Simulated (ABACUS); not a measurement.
Worked example: self-consistent single point of a model cell of Au (I4_1/amd, 2 atoms in the cell; prototype structure) in ABACUS.

Method: PBE, PseudoDojo 0.5 standard norm-conserving PBE (tails mended) pseudopotentials (plane waves; ABACUS).

```
Au
1.0
   -2.53746     2.53746     1.38447
    2.53746    -2.53746     1.38447
    2.53746     2.53746    -1.38447
Au
2
Cartesian
  0.00000   2.53746   0.69223
  0.00000   0.00000   0.00000
```

Reference input (self-consistent single point, DFT, PBE, plane waves, PseudoDojo 0.5 standard norm-conserving PBE (tails mended) pseudopotentials): KPT = Gamma 9 9 9 0 0 0; basis_type = pw; dft_functional = PBE; ecutwfc = 76 Ry; smearing_method = mv; smearing_sigma = 0.00999582 Ry; potentials = PseudoDojo 0.5 standard norm-conserving PBE (tails mended); symmetry = 1; symmetry_prec = 1e-05; ks_solver = dav_subspace; scf_nmax = 100; scf_thr = 1.0e-09 Ry. This run's input differs from it in these lines:

```diff
@@ -44,3 +44,3 @@
 Gamma
-9 9 9 0 0 0
+6 6 6 0.5 0.5 0.5
```

Output, abridged:

```
 SELF-CONSISTENT
 -------------------------------------------
                                 init_chg = atomic

 PW ALGORITHM --------------- ION=   1  ELEC=   1--------------------------------
 Notice: Threshold on eigenvalues was too large.

 Density error is 0.126380777034
                          Error Threshold = 0.000333804202316
 E_KohnSham     -592.7196915597      -8064.3651220140
 E_Fermi        1.4711205340         20.0156217076

 PW ALGORITHM --------------- ION=   1  ELEC=   2--------------------------------

 Density error is 0.0318067806903
                          Error Threshold = 0.000332580992195
   [... lines left out ...]

 Density error is 1.22737733705e-09
                          Error Threshold = 4.69712644128e-10
 E_KohnSham     -592.7614940362      -8064.9338738854
 E_Fermi        1.4298420610         19.4539992691

 PW ALGORITHM --------------- ION=   1  ELEC=   7--------------------------------

 Density error is 1.64497016863e-11
                          Error Threshold = 3.22994036065e-12
 E_KohnSham     -592.7614940365      -8064.9338738900
 E_KS(sigma->0) -592.7615128661      -8064.9341300796
 E_entropy(-TS) 0.0000376592         0.0005123791
 E_Fermi        1.4298388799         19.4539559880
 charge density convergence is achieved
 final etot is -8064.9338739 eV
 EFERMI = 19.453955988 eV

 STATE ENERGY(eV) AND OCCUPATIONS    NSPIN == 1
   [... 26 lines left out ...]

 TOTAL-FORCE (eV/Angstrom)
                       Au1         0.0000000000         0.0000000000         0.0000000000
                       Au2         0.0000000000         0.0000000000         0.0000000000

 TOTAL-STRESS (KBAR)
       216.1696558854        -0.0000000000         0.0000000000
        -0.0000000000       216.1696558854        -0.0000000000
        -0.0000000000        -0.0000000000        23.4749929182
 TOTAL-PRESSURE: 151.938102 KBAR

 --------------------------------------------
 !FINAL_ETOT_IS -8064.9338738900351018 eV
 --------------------------------------------
```

The run converged in 7 iterations. Against the reference run the free energy drops by 9.4 meV/atom and the pressure goes from 15.64 to 15.19 GPa.

The starting geometry comes from a prototype or from typed values, not from a relaxation at this level; it need not be a known phase. A shifted mesh samples other points: it can miss Γ, where band edges often lie, and can lower the symmetry, which leaves small forces and shears. This run is one point of a test of settings, so its values need not be converged; read them against the reference run alone. No clean gap shows at this smearing width and mesh (spacing up to 0.43 Å⁻¹); the mesh is coarse for partly filled bands, so the values carry mesh errors.

Cost on one core: roughly 60 core-seconds.

“Tails mended”: in these copies of the files the far tail of each local potential was reset to the Coulomb form.
